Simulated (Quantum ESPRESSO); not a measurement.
## One change at a time to Ag5TaTi2

These are calculations, not measurements. They come from Quantum ESPRESSO 7.5, a public plane-wave density functional program. Each row is one single-point run on a made-up periodic cell of eight metal atoms, with elements, volume, strain and displacements drawn at random and not relaxed, so a cell may be unstable or far from any real phase. There is no spin polarisation or spin-orbit coupling.

Settings: PBE unless stated; PseudoDojo standard norm-conserving files; Fermi-Dirac width 0.25 eV, which means electrons at about 2900 K; cutoff 1143 eV; 8 x 5 x 3 k mesh shifted half a step off Gamma. E is the free energy of the whole cell (internal energy minus TS), so a -TS column is already part of it. Stress is positive in tension, and the pressure P is minus a third of its trace.

Checks: one run of this series was repeated at a higher cutoff and on a denser mesh, which moved values by no more than 0.011 eV, 0.20 GPa and 0.009 eV/Å, and a second program with other atomic files agreed on it to 2 % rms in force and 0.5 GPa in pressure. Known limits: heavy elements are run without spin-orbit coupling, which real alloys of them have; a spin test at this wide smearing found no moment, but such smearing suppresses magnetism that the real alloy may have.

The lattice is face-centred cubic, and the cell vectors in Å are (0.000, -2.102, -2.102); (2.102, 4.204, -2.102); (8.409, -4.204, 4.204), a volume of 148.64 Å³ in run 1. The elements on sites 1 to 8 are Ti Ag Ag Ta Ag Ti Ag Ag. Each later run makes one change to run 1 and keeps the rest. E is counted from run 1, and is n/a where other atomic files have another zero of energy.

```
run,change,V (Å³),P (GPa),-TS (eV),rms force (eV/Å),largest change of a force component (eV/Å),E (eV)
1,none,148.64,-3.42,-1.294,0.341,0.000,0.000
2,sites 2 and 6 exchanged,148.64,-4.10,-1.496,0.334,0.451,0.593
3,all lengths scaled by -0.58 %,146.07,-1.76,-1.271,0.366,0.077,?
4,PBEsol in place of PBE,148.64,-9.02,-1.295,0.296,0.136,n/a
5,Au on site 4,148.64,-3.78,-1.304,0.371,0.199,n/a
6,site 4 moved by +0.06 Å along x,148.64,-3.30,-1.295,0.377,0.436,0.024
```

## Worked estimate

Along a uniform scaling dE = -P dV. The mean of the two pressures is -2.590 GPa and the volume changes by -2.57 Å³, with 160.2 GPa to one eV/Å³. The same two rows give -V dP/dV = 95 GPa for this cell with clamped atoms, which is not the bulk modulus of a real alloy.

## Withheld value

Question: what E should run 3 give?

The estimate is -0.042 eV. The calculation gave -0.041 eV.
